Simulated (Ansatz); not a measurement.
Method: PBEsol, scalar-relativistic; collinear spin; PAW, 420 eV, Γ-centred 10×10×10 mesh, 0.05 eV Gaussian smearing; code Ansatz. The datasets are Ansatz's generated set soft_2.

A compound XN has these computed properties.

```yaml
Space_group: F-43m (No. 216)
Conventional_cell: a = 5.305 Å, b = 5.305 Å, c = 5.305 Å, α = 90.00°, β = 90.00°, γ = 90.00°
Volume: 18.66 Å³/atom
Band_gap: zero (metallic)
Density_of_states_at_the_Fermi_level: 1.7 states/(eV·atom)
Magnetic_state: ferromagnetic (the only order tried)
Site_spin_moments: X 6.03; N -0.37 μB
Spin_moment_of_the_cell: 6.00 μB
f_electrons_orthogonalised_atomic_orbitals: X 6.48
Formation_energy_from_the_elements_0_K_uncorrected: -0.89 eV/atom
Bulk_modulus_Birch–Murnaghan: 93 GPa
Pressure_derivative_B0′: 4.2
```

Sites: X on 4a, N on 4d.

**Question.** Which element is X?
A. Sm
B. Eu
C. Tb
D. Gd

**Answer.** B. X is Eu, so the compound is EuN.

The start was a prototype's sites filled with these elements. The Crystallography Open Database lists the compound in space group Fm-3m (rock salt), so this is a trial structure.

Without a U the 4f levels of Eu lie too near the Fermi level, so their share of the states there, and what hangs on it, is overstated. Spin–orbit coupling, which matters for such heavy elements, is left out. The run wasn't fully tested for a lower electronic state. Site moments are of spin, integrated over atomic spheres. For an f⁶ shell, the formal count of Eu here, Hund's rules give L = S = 3 and J = 0, a non-magnetic ion. Spin-polarised DFT, with or without U, favours a large spin moment instead, a known failure, so moments and magnetic energies here aren't predictions. Only parallel moments were tried, so the real magnetic order may be another.
